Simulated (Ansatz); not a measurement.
## CaDyAs3 (P-6m2)

Method: DFT PBE, scalar-relativistic, plane waves, PAW, and for the lanthanide a 4f-in-core norm-conserving potential (Ansatz 0.2.0).

Plane waves to 630 eV, a k mesh through Γ of 12×12×4 on the computed 5-atom cell and Gaussian smearing (0.10 eV); no spin polarisation.

The structure is relaxed at this level of theory with its symmetry kept, and needn't be the ground state of this composition.

Space group P-6m2 (No. 187), hexagonal, a = 4.807 Å, c = 10.238 Å. Ca is surrounded by 3 As at 2.78 Å; Dy has 2 As at 2.65 Å; As on a site of symmetry 3m is surrounded by 1 As at 2.47 Å and 1 Dy at 2.65 Å; around As on a site of symmetry -6m2 lie 2 As at 2.47 Å and 3 Ca at 2.78 Å.

| Property | Result |
| --- | --- |
| Volume per atom | 40.97 Å³ |
| Kohn–Sham band gap | none (metal) |
| Density of states at the Fermi level | 2.1 states/eV per cell |

Spin-orbit coupling is left out, which matters for the bands of heavy elements.

Another cell of CaDyAs3 relaxed alike, in P4mm, lies 0.65 eV/atom lower, so this cell isn't the stable form at this level.

The cell was found from a structure generator's guess, not taken from experiment.

The lanthanide is trivalent by construction, without f bands, f moments or other valences.
